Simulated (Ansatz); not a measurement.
Given:

SrO:
```
SrO
1.0
    0.00000     2.57992     2.57992
    2.57992     0.00000     2.57992
    2.57992     2.57992     0.00000
Sr O
1 1
Direct
  0.00000   0.00000   0.00000
  0.50000   0.50000   0.50000
```

This is the r²SCAN-relaxed structure.

Task: All from the program Ansatz at the r²SCAN level (PAW), unless another level is named. Predict the zero-point energy.

Result: 41.4 meV/atom.

Task: What about the Hill bulk and shear moduli?

Result: 93.6 and 59.9 GPa.

Task: Give the vibrational entropy at 300 K.

Result: 27.4 J/(K·mol of atoms).

Space group Fm-3m (rock salt). The r²SCAN relaxation kept the symmetry of its start; phonons on a q-mesh show no instability.

Potentials: the later of the program's two PAW sets.
